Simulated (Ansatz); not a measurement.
# Computed properties of Cu

Cu:
```
Cu
1.0
    2.48206     0.00000     0.00000
   -1.24103     2.14952     0.00000
    0.00000     0.00000     8.16159
Cu
4
Direct
  0.00000   0.00000   0.00000
  0.00000   0.00000   0.50000
  0.33333   0.66667   0.25000
  0.66667   0.33333   0.75000
```

Space group P6_3/mmc (No. 194), dhcp (α-La type); conventional cell a = b = 2.4821 Å, c = 8.1616 Å, α = β = 90.00°, γ = 120.00°.

Method: LDA (plane waves, PAW; program Ansatz). The cell and atoms are relaxed at this level. Other levels are named where they apply.

Cell and energy:

Volume per atom: 10.89 Å³
Density: 9.69 g/cm³

Electronic structure:

Electronic character: metallic (no gap)
Density of states at the Fermi level: 0.30 states/eV per atom (mean over ±0.08 eV)

Mechanics:

Bulk modulus (Birch–Murnaghan fit): 1870 kbar
Pressure derivative B′: 5.0
Elastic constants (relaxed ions, GPa): C11 = 279, C12 = 168, C13 = 120, C33 = 318, C44 = 49.8
Mechanical stability: stable (all eigenvalues of C positive)
Hill bulk and shear moduli: 188 and 60.1 GPa
Young's modulus: 163 GPa
Poisson's ratio: 0.36
Debye temperature from the elastic constants: 376 K

Phonons:

- Highest zone-centre frequency: 271 cm⁻¹
- Zone-centre stability: no imaginary mode at Γ

The workflow started from a Materials Project entry (that database holds measured and hypothetical structures alike); the Crystallography Open Database copy checked does not list it. It is not the phase usual at ambient conditions (space group No. 225). The cell was relaxed with LDA under the symmetry of its start. The run is not spin-polarised. As this level gives no gap, shear constants depend on the k-mesh and smearing (Fermi–Dirac, 0.1 eV here). As this level gives no gap, phonon frequencies hold no LO–TO term and depend on the k-mesh and smearing (Fermi–Dirac, 0.1 eV here). Axis ratios of metals converge slowly with the k-mesh, so a and c are less sure than the volume. On the denser mesh and wider smearing of the elastic run this cell carries a stress of 0.4 GPa.

Potentials: the earlier of the program's two PAW sets.
